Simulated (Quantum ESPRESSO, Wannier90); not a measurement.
AlCo (CsCl type), plane waves to Wannier functions

```xyz
2
Lattice="2.8194 0.0000 0.0000 0.0000 2.8194 0.0000 0.0000 0.0000 2.8194" Properties=species:S:1:pos:R:3 pbc="T T T"
Al     0.0000     0.0000     0.0000
Co     1.4097     1.4097     1.4097
```

Cell from Materials Project (mp-284), symmetrised, no further relaxation. Not found in the COD (Crystallography Open Database) copy used; not checked further. Level: PBE, no spin polarisation, no spin-orbit coupling; pw.x of Quantum ESPRESSO at 77 Ry with PseudoDojo potentials, 12×12×12 k-points, Wannier90. Density: 14×14×14 mesh, cold smearing 0.01 Ry. A non-magnetic state is assumed; magnetic ones were not tried.

A tight-binding model is made by disentanglement and projection with no localisation steps (num_iter = 0), so the 13 orbitals stay atom-like: hydrogen-like Al: s;p; Co: s;p;d, axes along x, y, z; frozen window up to 1.50 eV relative to the Fermi level. It follows pw.x to 9.9 meV rms for states up to 1.0 eV relative to the Fermi level. Matrix elements depend on this choice of orbitals and windows.

Problem. What are the on-site energies relative to the Fermi level, and how fast do the hoppings decay?

Solution. 
```json
[
 {"atom": "Al1", "orbitals": "s", "energy (eV)": "3.96"},
 {"atom": "Al1", "orbitals": "pz px py", "energy (eV)": "9.02"},
 {"atom": "Co2", "orbitals": "s", "energy (eV)": "5.06"},
 {"atom": "Co2", "orbitals": "pz px py", "energy (eV)": "10.78"},
 {"atom": "Co2", "orbitals": "dz2 dx2-y2", "energy (eV)": "-1.68"},
 {"atom": "Co2", "orbitals": "dxz dyz dxy", "energy (eV)": "-1.78"}
]
```

| distance of the centres (Å) | largest modulus (eV) |
|---|---|
| 2–3 | 2.5 |
| 3–4 | 0.32 |
| 4–5 | 0.36 |
| 5–6 | 0.11 |
| 6–7 | 0.072 |
| 7–8 | 0.028 |
| 8–9 | 0.010 |
| 9–10 | 0.0061 |
| 10–11 | 0.0083 |
| 11–12 | 0.0087 |
| 12–13 | 0.0052 |
